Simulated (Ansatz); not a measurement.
AlCo:
Space group Fm-3m (No. 225); a = b = c = 4.7321 Å, α = β = γ = 90.00°

| atom | site | symmetry | x | y | z |
|---|---|---|---|---|---|
| Co | 4a | m-3m | 0.0000 | 0.0000 | 0.0000 |
| Al | 4b | m-3m | 0.5000 | 0.5000 | 0.5000 |
(The calculation used a cell of 2 atoms; values per cell refer to that cell.)

Relaxed with PBEsol.

Problem. Which orbitals make up the states near the Fermi level in the program Ansatz at the PBEsol level (PAW)?

Solution. Within 0.5 eV of the Fermi level: Co 3d 80 %, Al 3p 10 %, Co 4s 7 %. Projections are on Löwdin-orthogonalised atomic valence shells; empty p or d shells of many metals are not among them.

Problem. Tabulate the density of states.

Solution. States/eV per cell of 2 atoms, in 0.25 eV bins, energy from the Fermi level.

| E (eV) | total | Co 3d | Al 3p | Al 3s |
|---|---|---|---|---|
| -7.85 | 0.28 | 0.00 | 0.11 | 0.09 |
| -7.60 | 0.30 | 0.01 | 0.12 | 0.10 |
| -7.35 | 0.32 | 0.01 | 0.13 | 0.11 |
| -7.10 | 0.34 | 0.01 | 0.14 | 0.11 |
| -6.85 | 0.36 | 0.01 | 0.15 | 0.12 |
| -6.60 | 0.39 | 0.02 | 0.16 | 0.13 |
| -6.35 | 0.41 | 0.03 | 0.17 | 0.14 |
| -6.10 | 0.44 | 0.03 | 0.18 | 0.16 |
| -5.85 | 0.48 | 0.05 | 0.19 | 0.17 |
| -5.60 | 0.53 | 0.06 | 0.20 | 0.20 |
| -5.35 | 0.59 | 0.09 | 0.20 | 0.23 |
| -5.10 | 0.65 | 0.13 | 0.18 | 0.28 |
| -4.85 | 0.78 | 0.20 | 0.17 | 0.35 |
| -4.60 | 0.80 | 0.24 | 0.16 | 0.35 |
| -4.35 | 0.54 | 0.17 | 0.14 | 0.20 |
| -4.10 | 0.38 | 0.10 | 0.16 | 0.08 |
| -3.85 | 0.52 | 0.17 | 0.21 | 0.10 |
| -3.60 | 0.77 | 0.29 | 0.30 | 0.12 |
| -3.35 | 1.48 | 0.54 | 0.73 | 0.15 |
| -3.10 | 1.42 | 0.68 | 0.55 | 0.14 |
| -2.85 | 2.02 | 1.19 | 0.66 | 0.11 |
| -2.60 | 2.56 | 1.82 | 0.56 | 0.08 |
| -2.35 | 2.30 | 1.79 | 0.39 | 0.05 |
| -2.10 | 2.22 | 1.88 | 0.27 | 0.03 |
| -1.85 | 4.24 | 3.69 | 0.48 | 0.02 |
| -1.60 | 3.66 | 3.24 | 0.35 | 0.01 |
| -1.35 | 2.02 | 1.87 | 0.11 | 0.00 |
| -1.10 | 2.15 | 2.06 | 0.05 | 0.00 |
| -0.85 | 2.77 | 2.67 | 0.05 | 0.01 |
| -0.60 | 5.84 | 5.68 | 0.08 | 0.03 |
| -0.35 | 3.83 | 3.49 | 0.17 | 0.06 |
| -0.10 | 1.19 | 0.87 | 0.16 | 0.02 |
| 0.15 | 1.71 | 1.15 | 0.28 | 0.04 |
| 0.40 | 1.27 | 0.71 | 0.29 | 0.06 |
| 0.65 | 0.90 | 0.42 | 0.22 | 0.07 |
| 0.90 | 0.77 | 0.31 | 0.22 | 0.08 |
| 1.15 | 0.93 | 0.35 | 0.26 | 0.13 |
| 1.40 | 0.89 | 0.31 | 0.29 | 0.13 |
| 1.65 | 0.82 | 0.25 | 0.32 | 0.12 |
| 1.90 | 0.84 | 0.24 | 0.34 | 0.13 |
| 2.15 | 1.00 | 0.25 | 0.45 | 0.16 |
| 2.40 | 0.98 | 0.22 | 0.48 | 0.15 |
| 2.65 | 0.95 | 0.20 | 0.48 | 0.14 |
| 2.90 | 0.92 | 0.18 | 0.48 | 0.13 |
| 3.15 | 0.89 | 0.16 | 0.48 | 0.12 |
| 3.40 | 0.85 | 0.14 | 0.47 | 0.11 |
| 3.65 | 0.83 | 0.13 | 0.46 | 0.10 |
| 3.90 | 0.79 | 0.11 | 0.44 | 0.09 |
| 4.15 | 0.76 | 0.10 | 0.43 | 0.08 |
| 4.40 | 0.72 | 0.09 | 0.41 | 0.07 |
| 4.65 | 0.69 | 0.08 | 0.40 | 0.06 |

The start of the workflow was typed in or built on a structure type; neither database checked (COD, Materials Project) lists it. Its standing as an ambient phase is unchecked. The PBEsol relaxation kept the symmetry of its start. At this level the phase is mechanically unstable. The workflow began spin-polarised and lost its moments. Its formation energy is positive at this level, so the cell may be metastable or incomplete.

Potentials: the later of the program's two PAW sets.
